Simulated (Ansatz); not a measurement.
Ge2Pt (MoSi2 or CaC2 type, I4/mmm), plane-wave PAW PBEsol (Ansatz code), all energies at zero smearing, with the estimated change up to a 700 eV cutoff added, with one set of potentials and settings (totals compare only within such a set). Cell of 3 atoms (1 Pt, 2 Ge): -20890.844 eV.

| element | reference phase | E (eV/atom) |
|---|---|---|
| Pt | Fm-3m, 1 atoms in the cell | -12383.8180 |
| Ge | Fd-3m, 2 atoms in the cell | -4253.4978 |

Formation energy per atom, worked out: (-20890.844 − 1×(-12383.8180) − 2×(-4253.4978))/3 = -0.010 eV/atom (-1 kJ per mol of atoms), at 0 K, without zero-point energy or fitted corrections.

A made-up cell: these elements were put on the sites of a structure type; neither database checked (COD, Materials Project) lists it. COD files the formula under space group No. 58, so this cell is another polymorph or a model. Its standing as an ambient phase is unchecked. Symmetry was held in the PBEsol relaxation; of distortions, only those at the zone centre were tested. No spin polarisation was allowed. The references are the lowest solids computed at this level, not always the standard phases. Spin–orbit coupling is left out wherever it is not named.

Potentials: the later of the program's two PAW sets.
